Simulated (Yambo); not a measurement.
# BaTiB2O6: sweep of GW parameters

G0W0@LDA for BaTiB$_{2}$O$_{6}$ (space group R-3, No. 148) in Yambo. Reference settings: 2×2×2 Γ-centred k mesh, bands 2 to 190 and a 7 Ry block in the screening, 190 bands in G with the Bruneval-Gonze terminator, plasmon pole fitted at 27.2 eV. The LDA gap Z → Γ on this mesh is 2.42 eV; G0W0 gaps are taken between the same points.

```csv
change from the reference,G0W0 gap Z → Γ (eV),shift of the valence edge (eV),rough Yambo cost
reference settings,4.84,-0.66,1
"79 bands in W, 79 bands in G",4.87,-0.50,about 1/3
"126 bands in W, 126 bands in G",4.84,-0.59,within a factor of two
79 bands in G,4.81,-0.64,–
126 bands in G,4.83,-0.65,–
95 bands in W,4.88,-0.56,about 1/2
1 Ry block,6.88,-1.35,within a factor of two
3 Ry block,5.31,-0.77,within a factor of two
6 Ry block,4.84,-0.65,within a factor of two
pole fitted at 55 eV,4.89,-0.72,–
no random integration,4.76,-0.42,–
"79 bands in G, no terminator",4.94,0.01,–
"126 bands in G, no terminator",4.95,-0.26,–
no terminator,4.95,-0.44,–
```

The reference isn't shown to be the converged limit. Costs are rough (shared machines), scaled to the same edge states, and given only for runs that recompute the screening.

Geometry of the Materials Project entry, not relaxed at this level; primitive cell a = b = c = 6.325 Å, α = β = γ = 47.29°.

A shift is the quasiparticle energy of the state minus its LDA energy.
